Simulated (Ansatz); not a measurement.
Relaxed WS₂ (2H-MoS2 type, space group P6_3/mmc):

```
WS2
1.0
    3.15408     0.00000     0.00000
   -1.57704     2.73152     0.00000
    0.00000     0.00000    12.13731
W S
2 4
Direct
  0.33333   0.66667   0.25000
  0.66667   0.33333   0.75000
  0.33333   0.66667   0.62026
  0.66667   0.33333   0.12026
  0.66667   0.33333   0.37974
  0.33333   0.66667   0.87974
```

In this cell atom 6 (S, nearest neighbour W at 2.407 Å; its periodic images, 3.2 Å or more away, move with it) is moved by u·(1.000, 0.000, 0.000) + v·(0.000, 1.000, 0.000); the rest is frozen.

All values below come from PBE-D3(BJ) (plane waves to 420 eV, PAW, scalar-relativistic; Ansatz, a quantum-chemistry and plane-wave program). k mesh 10×10×3 (Γ-centred), Fermi-Dirac smearing 0.05 eV. Compression counts positive. Spin-orbit coupling is left out, though W is heavy. WS2 is run without spin polarisation. WS2 was relaxed with its symmetry unable to fall. 

```json
[
 {"P (GPa)": "v = -0.360", "u = -0.360": "5.4", "u = -0.180": "2.7", "u = 0.000": "1.8", "u = 0.180": "2.7", "u = 0.360": "5.4"},
 {"P (GPa)": "v = -0.180", "u = -0.360": "___", "u = -0.180": "1.3", "u = 0.000": "0.5", "u = 0.180": "1.3", "u = 0.360": "___"},
 {"P (GPa)": "v = 0.000", "u = -0.360": "___", "u = -0.180": "0.6", "u = 0.000": "0.0", "u = 0.180": "0.6", "u = 0.360": "___"},
 {"P (GPa)": "v = 0.180", "u = -0.360": "___", "u = -0.180": "1.0", "u = 0.000": "0.6", "u = 0.180": "1.0", "u = 0.360": "___"},
 {"P (GPa)": "v = 0.360", "u = -0.360": "___", "u = -0.180": "2.9", "u = 0.000": "2.7", "u = 0.180": "2.9", "u = 0.360": "___"}
]
```

Task: Some entries are withheld; supply them.

Result: 
- v = -0.180, u = -0.360: 3.5
- v = -0.180, u = 0.360: 3.5
- v = 0.000, u = -0.360: 2.3
- v = 0.000, u = 0.360: 2.3
- v = 0.180, u = -0.360: 2.1
- v = 0.180, u = 0.360: 2.1
- v = 0.360, u = -0.360: 3.5
- v = 0.360, u = 0.360: 3.5

(A displaced cell: forces are minus the slopes of the energy, force constants its curvatures, and phonons follow from these.)
